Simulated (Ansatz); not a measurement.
All numbers below come from DFT PBE, scalar-relativistic, plane waves, PAW in Ansatz. Settings of the last relaxation (12-atom cell): 420 eV, 12×12×2 k points, Gaussian smearing of 0.10 eV, collinear spin.

Energies over the elements count from the elements' standard structures at the same level, with no fitted energy shifts.

**Question.** Give a relaxed trial structure of a trigonal metal made of Mo, Se and V, with a formation energy near −0.64 eV/atom, about 23 Å³ per atom and a net moment near 0.2 μB per atom, in a cell of 12 atoms. Its symmetry should be P-3m1 (No. 164).

**Answer.** V3MoSe8, space group P-3m1 (No. 164). Around V on a site of symmetry 3m lie 6 Se at 2.49 Å; V on a site of symmetry -3m has 6 Se at 2.49 Å; Mo is surrounded by 6 Se at 2.56 Å; Se on its first site is surrounded by 3 V at 2.49 Å; 3 more sites not described.

```xyz
12
Lattice="3.3347 0.0000 0.0000 -1.6673 2.8879 0.0000 0.0000 0.0000 28.2620" Properties=species:S:1:pos:R:3 pbc="T T T"
V     0.0000    0.0000   21.2274
V     0.0000    0.0000    0.0000
V     0.0000    0.0000    7.0347
Mo    0.0000    0.0000   14.1310
Se    0.0000    1.9253   22.8062
Se    0.0000    1.9253    1.5794
Se    0.0000    1.9253    8.6142
Se    0.0000    1.9253   15.8256
Se    1.6673    0.9626   26.6826
Se    1.6673    0.9626    5.4559
Se    1.6673    0.9626   12.4364
Se    1.6673    0.9626   19.6478
```

The volume per atom is 22.7 Å³. The density is 5.4 g/cm³. The formation energy is −0.64 eV/atom, the gap on the 12×12×2 mesh of the 12-atom cell is 0 eV (a metal) and the net moment per atom is 0.16 μB. The moment by site is V 0.6 (×3) μB.

The cell was found from a structure generator's guess, not taken from experiment. The answer needn't be unique; the calculation gave this one.

Weakly bound directions are ill-defined at this level, which has no dispersion term. No Hubbard U is applied to the 3d shell of V. The reference form of Se is held partly by dispersion forces, which this level lacks. The magnetic state reached may not be the lowest. A structure relaxed within its symmetry needn't be a true minimum. Site moments count only spheres around the atoms; the net moment includes the space between them.
